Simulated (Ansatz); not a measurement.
NaFeN (P6_3mc) from a database structure was relaxed with 4 functionals in the PAW code Ansatz, cell and atoms free, the symmetry of the start kept (meshes: PBE 12×12×4, r2SCAN 12×12×2, PBEsol 12×12×2, LDA 12×12×2). No spin polarisation and no zero-point or thermal motion.

The LDA result:
```
CELL_PARAMETERS angstrom
2.93733 0.00000 0.00000
-1.46866 2.54380 0.00000
0.00000 0.00000 9.55639
ATOMIC_POSITIONS crystal
Na 0.66667 0.33333 0.76157
Na 0.33333 0.66667 0.26157
Fe 0.00000 0.00000 0.51795
Fe 0.00000 0.00000 0.01795
N 0.33333 0.66667 0.56512
N 0.66667 0.33333 0.06512
```

It is hexagonal, P6_3mc (No. 186); a = 2.937 Å, c = 9.556 Å in the conventional setting, 11.90 Å³ an atom. Na is surrounded by 4 N at 2.53–2.90 Å; Fe is surrounded by 3 N at 1.75 Å; N is surrounded by 3 Fe at 1.75 Å and 4 Na at 2.53–2.90 Å.

Question: How does the cell change with PBEsol?

Answer: a = 2.965 Å, c = 9.762 Å; the volume differs by +4.1 % from LDA's. Na is surrounded by 4 N at 2.57–2.96 Å; Fe is surrounded by 3 N at 1.77 Å; N is surrounded by 3 Fe at 1.77 Å and 4 Na at 2.57–2.96 Å.

Question: What lattice does PBE give?

Answer: a = 2.999 Å, c = 9.888 Å; the volume differs by +7.9 % from LDA's. Na has 4 N at 2.61–2.99 Å; Fe has 3 N at 1.79 Å; N has 3 Fe at 1.79 Å and 4 Na at 2.61–2.99 Å.

Question: Held at the r2SCAN cell, what mean stress do LDA and PBE find, and does its sign point to their own minimum?

Answer: Yes. LDA -5.67 GPa, and its relaxed volume is -4.2 % from r2SCAN's; PBE +3.73 GPa, and its relaxed volume is +3.3 % from r2SCAN's. Compression counts positive, so a positive stress asks for a larger cell.
